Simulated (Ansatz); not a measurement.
TaRh3:
```
TaRh3
1.0
    3.84603     0.00000     0.00000
    0.00000     3.84603     0.00000
    0.00000     0.00000     3.84603
Ta Rh
1 3
Direct
  0.00000   0.00000   0.00000
  0.00000   0.50000   0.50000
  0.50000   0.00000   0.50000
  0.50000   0.50000   0.00000
```

Relaxed with PBEsol. Special points in fractions of this cell's reciprocal vectors: Γ (0.000, 0.000, 0.000); X (0.000, 0.500, 0.000); M (0.500, 0.500, 0.000); R (0.500, 0.500, 0.500).

List the band energies nearest the Fermi level at these points for plane-wave PAW PBEsol (Ansatz code).

In eV from the Fermi level; about four levels below and three above (degenerate sets whole), none deeper than 8.9 eV; points with the same levels are listed once.

| k | below | above |
|---|---|---|
| Γ | -2.63 -2.63 -2.63 -0.53 -0.53 | 0.47 1.00 1.00 1.00 |
| X | -1.44 -1.44 -1.32 -0.21 | 0.76 0.76 1.01 |
| M | -1.79 -1.79 -1.23 -1.01 | 1.42 1.42 1.73 |
| R | -2.57 -2.57 -2.57 -2.30 -2.30 | 0.56 0.56 0.56 |

Space group Pm-3m (Cu3Au type). The workflow started from a Materials Project entry (that database holds measured and hypothetical structures alike); the Crystallography Open Database files this formula in space group No. 221, but the cells were not matched. Whether it is the stable phase at ambient conditions was not checked. The cell was relaxed with PBEsol under the symmetry of its start; of distortions, only those at the zone centre were tested. No spin polarisation was allowed. Spin–orbit coupling is left out wherever it is not named.

Potentials: the later of the program's two PAW sets.
